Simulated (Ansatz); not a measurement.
In plane-wave PAW r²SCAN (Ansatz code), C in the cubic phase (Im-3m; C on 12d) relaxes to a = 4.368 Å.

It is gapped at this level: 2.53 eV (indirect). The valence maximum lies at H and the conduction minimum on the Γ–H line, 56 % of the way from Γ (6 equivalent valleys). HSE06 on the same cell gives 3.64 eV. Electrons at the band edge weigh 0.39, 0.39, 0.56 mₑ (principal values).

An equation-of-state fit gives a bulk modulus of 344 GPa. The relaxed-ion elastic constants in GPa are C11 = 841, C12 = 95.9, C44 = 315. The elastic constants imply a Debye temperature near 1850 K.

The start of the workflow was typed in or built on a structure type; neither database checked (COD, Materials Project) lists it. It is not the phase usual at ambient conditions (space group No. 194, 227). The r²SCAN relaxation kept the symmetry of its start; whether a distortion lowers the energy is not shown.

Potentials: the earlier of the program's two PAW sets.
